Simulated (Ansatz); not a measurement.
VSi (CsCl type, Pm-3m) under volume change, PBE (plane waves, PAW; program Ansatz), scaled uniformly.

```tsv
V (Å³/atom)	E − E(relaxed) (meV/atom)	P (GPa)
12.257	56.1	16.11
12.661	23.7	9.85
13.065	5.6	4.57
13.470	0.0	0.00
13.874	5.0	-3.87
14.278	19.1	-7.21
14.682	40.9	-10.05
```

**Question.** What does a third-order Birch–Murnaghan fit give for V₀, B₀ and B′?

**Answer.** V₀ = 13.47 Å³/atom, B₀ = 140 GPa, B′ = 4.2.

A made-up cell: these elements were put on the sites of a structure type; neither database checked (COD, Materials Project) lists it. Whether it is the stable phase at ambient conditions was not checked. The cell was relaxed with PBE under the symmetry of its start, as lowered by the spin order. At this level the phase is mechanically unstable. Spin order of the final state: antiferromagnetic, chosen from 3 collinear starts compared on coarse meshes (ties went to the first, and starts can fall back to one state), not a proven ground state.

Potentials: the later of the program's two PAW sets.
